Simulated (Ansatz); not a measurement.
Input file for Ansatz (a program for electronic structure):

Ansatz 0.2 input:
```yaml
crystal:
  lattice:
    - [0.0, 2.7007739528, 2.7007739528]
    - [2.7007739528, 0.0, 2.7007739528]
    - [2.7007739528, 2.7007739528, 0.0]
  atoms:
    - { symbol: Si, position: [0.75, 0.75, 0.75] }
    - { symbol: Si, position: [0.5, 0.5, 0.5] }
kpoints:
  mp_grid: { grid: [9, 9, 9] }
hamiltonian:
  xc: lda
  pseudopotentials: { azcp: { folder: ./paw }, kind: paw }
scf:
  occupations: { method: fixed }
phonons:
  method: dfpt
  response_accuracy: low
  eigenvectors: true
  rigid_motions: translations
  dielectric: true
```

Output (shortened):

```
zone centre: on kpoints.mp_grid the ground state, and the responses unless they are solved on pairs of k-points, stand on 125 of the mesh's 729 k-points, …
Pseudopotentials: kind: paw
Pseudopotential: Si, paw, valence charge 4
Functional definition: SPW92
Crystal: 2 atoms, lattice volume = 39.400 Å³
Basis set: ecut = 420 eV, 749 PW (Γ), exchange–correlation on 64×64×64 points (8 copies of the dense FFT grid, shifted against one another)
Bands: 8, of which v1, the nominal top of the filled ones, is band 4 counted from 1 (3 counted from 0)
Symmetry: 48 space group operations
k-points: 125 of 729 (irreducible under 4 space group operations, time reversal used)
PAW frozen core: Si, regenerated for the run's functional, and the local potential with it
Initial density: superposition of atomic densities (chi_scale 0.1, normalization cell)
Initial wavefunctions: pseudopotential atomic-orbital guess
Eigensolver: davidson
Functional: x = slater, c = lda
SCF iter   1: F=—  HF=-1217.568305 eV  |F-HF|=—  |Δ(HF+E_count)|=         —  Δρ=4.72e-2  dr2=8.34e-1  ethr=3.10e-3  ⟨swp⟩=4.8  Hψ=7370  notcnv=0  defer=195
all-band conjugate gradients solve this SCF's bands
preconditioner: auto → none
SCF iter   2: F=—  HF=-1217.331319 eV  |F-HF|=—  |Δ(HF+E_count)|=   2.37e-1  Δρ=1.95e-2  dr2=1.18e-1  ethr=3.10e-3  ⟨swp⟩=2.9  Hψ=2633  notcnv=0  defer=228
SCF iter   3: F=—  HF=-1217.299072 eV  |F-HF|=—  |Δ(HF+E_count)|=   3.22e-2  Δρ=1.75e-3  dr2=8.05e-4  ethr=1.48e-3  ⟨swp⟩=3.0  Hψ=1708  notcnv=0  defer=236
SCF iter   4: F=—  HF=-1217.298993 eV  |F-HF|=—  |Δ(HF+E_count)|=   7.92e-5  Δρ=5.85e-5  dr2=1.04e-6  ethr=1.01e-5  ⟨swp⟩=3.0  Hψ=1720  notcnv=0  defer=239
SCF iter   5: F=—  HF=-1217.298993 eV  |F-HF|=—  |Δ(HF+E_count)|=   5.78e-7  Δρ=1.47e-5  dr2=6.01e-8  ethr=1.30e-8  ⟨swp⟩=2.3  Hψ=1519  notcnv=0  defer=128
SCF iter   6: F=-1217.298993 eV  HF=-1217.298993 eV  |F-HF|=4.68e-11  |Δ(HF+E_count)|=   3.48e-9  Δρ=7.31e-7  dr2=8.52e-11  ethr=1.25e-12  ⟨swp⟩=9.2  Hψ=8877  notcnv=0
SCF 1 converged in 6 iterations: F = -1217.298993 eV  dr2 = 8.52e-11
NSCF: frozen V_eff on 102 k-points
DFPT response loops at Γ: preconditioner auto → none (the input reference at scf.mixing.eps_inf says where Resta's filter doesn't serve); β = 0.50 …
── the response to a field inside a basis, on 10×10×10 k-points: an SCF that follows is theirs, and a resumed run solves both again ──
Crystal: 2 atoms, lattice volume = 39.400 Å³
Bands: 5, of which v1, the nominal top of the filled ones, is band 4 counted from 1 (3 counted from 0)
k-points: 110 of 1000 (irreducible under 12 space group operations)
Initial density: handed on by an earlier stage of this run
Initial wavefunctions: pseudopotential atomic-orbital guess (no wavefunctions were taken with the density)
Eigensolver: Dense (110 Hₖ)
SCF iter   1: F=—  HF=-1217.300406 eV  |F-HF|=—  |Δ(HF+E_count)|=         —  Δρ=6.26e-5  dr2=1.64e-6  ethr=1.00e-1
all-band conjugate gradients don't solve this SCF's bands (scf.eigensolver.kind)
preconditioner: auto → none
SCF iter   2: F=—  HF=-1217.300406 eV  |F-HF|=—  |Δ(HF+E_count)|=   3.61e-7  Δρ=2.52e-5  dr2=2.11e-7  ethr=2.05e-8
SCF iter   3: F=-1217.300406 eV  HF=-1217.300406 eV  |F-HF|=9.75e-10  |Δ(HF+E_count)|=   1.50e-8  Δρ=3.26e-6  dr2=2.32e-9  ethr=2.64e-9
SCF 1 converged in 3 iterations: F = -1217.300406 eV  dr2 = 2.32e-9
DFPT response loops at Γ: mixed as the last ones told, above
WARN: field response: ε∞ stands inside a basis, on 10×10×10 points …
SCF converged after 6 iterations
Free energy (F): -1217.298993 eV
Harris-Foulkes:  -1217.298993 eV  (|F-HF|=4.68e-11)
Internal energy: -1217.298993 eV  (E = F + TS)
E sigma→0 (E₀):  -1217.298993 eV
Fermi energy:    6.211773 eV
--- Per-component energies (eV) ---
  E_band       = 8.718412
  E_kinetic    = 81.894726
  E_local      = -49.914166  (includes V_loc(G=0)·N_el)
  E_nonlocal   = 47.887862
  E_hartree    = 14.694402
  E_xc         = -112.227356
  E_vxc        = -96.374169  (∫ρ·V_xc dr)
  E_paw        = -970.037999  (= ΣΔE_a)
  E_vpaw       = -4.164691  (= ΣTr[D̂ρ^β])
  E_aug_tail   = 0.000073  (compensation charges beyond the density's cutoff)
  E_ewald      = -229.765196
  E_core_change = 0.168662  (= ΣΔE_core)
  E_smearing   =  0.000000  (= −TS)
  E_closure    = 0.000000  (closes the sum)
  Σ components = -1217.298993   (vs F -1217.298993, Δ=0.00e0)
  [band-id]    e_kinetic+e_local+e_nonlocal+2·e_hartree+e_vxc+e_vpaw+e_augmentation_tail = 8.718439   (vs E_band 8.718412, Δ=2.64e-5)
--- Band table (eV; the first three rows and the last of 125) ---
  k-point 0: bands = ["-5.8665", "6.2118", "6.2118", "6.2118", "8.7440", "8.7440", "8.7440", "9.5802"]
  k-point 1: bands = ["-5.7028", "4.8487", "5.9694", "5.9694", "8.7198", "9.0992", "9.0992", "10.6831"]
  k-point 2: bands = ["-5.2213", "2.7460", "5.5398", "5.5398", "8.2956", "9.6281", "9.6281", "12.6320"]
  k-point 124: bands = ["-3.2555", "0.1449", "2.1305", "4.0203", "9.1731", "10.1844", "11.0420", "13.1186"]
  band table: 8 of 8 bands, residual norms ≤ 1.0e-3 eV
--- Phonons (Γ-DFPT): 1 representative perturbation + reference, on 125 of 729 k-points (Σ response iterations 2) ---
  k mesh reduced under 4 symmetry operations, with k and −k counted as one. Each operation leaves every solved perturbation unchanged …
  ASR residual: 2.356e-4 → 0.000e0 eV/Å²; symmetrization residual: 1.785e-14 eV/Å²
  ASR residual per site (eV/Å²): 2.36e-4 2.36e-4
  Γ frequencies (cm⁻¹): 0.00 0.00 0.00 513.41 513.41 513.41
  ε∞ (high-frequency dielectric tensor):
       13.250705     0.000000     0.000000
        0.000000    13.250705     0.000000
        0.000000     0.000000    13.250705
  ε⁰ (static dielectric tensor: ions relaxed, cell fixed):
       13.250705     0.000000     0.000000
        0.000000    13.250705     0.000000
        0.000000     0.000000    13.250705
  ε⁰ − ε∞ (ionic part):
        0.000000     0.000000     0.000000
        0.000000     0.000000     0.000000
        0.000000     0.000000     0.000000
  softest optical mode at Γ: 513.41 cm⁻¹; the repairs (sum rule, projections) moved no ω² at Γ by more than (1.51 cm⁻¹)²
  Born effective charges Z* (e; rows j = field, columns β = displacement):
    site 0:
         0.00000    0.00000    0.00000
         0.00000    0.00000    0.00000
         0.00000    0.00000    0.00000
    site 1:
         0.00000    0.00000    0.00000
         0.00000    0.00000    0.00000
         0.00000    0.00000    0.00000
  Z* charge neutrality: 2.501e-4 e pre-enforcement
  solved inside a basis spanned on kpoints, on 10×10×10 k-points, its susceptibility summed on 14×14×14 …
  optical modes at Γ without the LO–TO term, one row a degenerate level:
      ω (cm⁻¹)  modes    IR ((D/Å)²/amu)
        513.41      3             0.0000
  optical modes at Γ + LO–TO along q̂ = [1.0000, 0.0000, 0.0000]:
      ω (cm⁻¹)  modes    IR ((D/Å)²/amu)
        513.41      3             0.0000
  optical modes at Γ + LO–TO along q̂ = [0.0000, 1.0000, 0.0000]:
      ω (cm⁻¹)  modes    IR ((D/Å)²/amu)
        513.41      3             0.0000
  optical modes at Γ + LO–TO along q̂ = [0.0000, 0.0000, 1.0000]:
      ω (cm⁻¹)  modes    IR ((D/Å)²/amu)
        513.41      3             0.0000
```

Cost: roughly 30 core-seconds on shared cores.

Space group Fd-3m (diamond). The cell was relaxed with LDA under the symmetry of its start; phonons on a q-mesh show no instability.

Potentials: the earlier of the program's two PAW sets.

Ansatz is a plane-wave DFT program.
